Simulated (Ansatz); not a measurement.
## Two Ansatz runs on MnV

The geometry is COD entry 1522977, unchecked; take it as a test cell.

First run: DFT, LDA, PAW with Ansatz's default frozen-core files, scalar-relativistic (Ansatz 0.2.0).

Command: `ansatz run input.yaml --threads 1 --pin off --max-ram 3072MiB --backend cpu --events-out ev --progress --plain --runs-dir out` The run took 32 s on 1 thread of Arm Neoverse V1, on a shared host.

```yaml
crystal:
  lattice:
    - [2.9, 0.0, 0.0]
    - [0.0, 2.9, 0.0]
    - [0.0, 0.0, 2.9]
  atoms:
    - { symbol: Mn, position: [0.0, 0.0, 0.0], spin: 4.0 }
    - { symbol: V, position: [0.5, 0.5, 0.5], spin: 1.5 }
magnetization:
  spin_polarized: true
kpoints:
  mp_grid: { grid: [11, 11, 11] }
scf:
  occupations: { method: fermi_dirac, width: 0.05 }
hamiltonian:
  xc: lda
  pseudopotentials: { kind: paw }
output:
  forces: true
  stress: true
  efg: { contact_densities: true }
  write_density: true
  write_potential: true
  elf: true
  volumetric_format: npy
relax:
  f_tol: 0.005
  max_steps: 80
  cell: {}
```

Result: converged; relaxed volume 11.095 Å³/atom; moment 0.00 μB; 71 SCF iterations in all.

The input is then changed:

```diff
@@ -10,7 +10,8 @@
   spin_polarized: true
 kpoints:
-  mp_grid: { grid: [11, 11, 11] }
+  mp_grid: { grid: [4, 4, 4], shift: [0.5, 0.5, 0.5] }
 scf:
   occupations: { method: fermi_dirac, width: 0.05 }
+  initial_density: { chi_scale: 0.1 }
 hamiltonian:
   xc: lda
@@ -20,8 +21,4 @@
   stress: true
   efg: { contact_densities: true }
-  write_density: true
-  write_potential: true
-  elf: true
-  volumetric_format: npy
 relax:
   f_tol: 0.005
```

(1) Predict the outcome of the changed run.

Answers

(1) It converged; energy at zero smearing -8.9 meV/atom from the first run; relaxed volume 11.161 Å³/atom; moment 0.00 μB; 70 SCF iterations in all. Some of these settings are too coarse for converged properties.
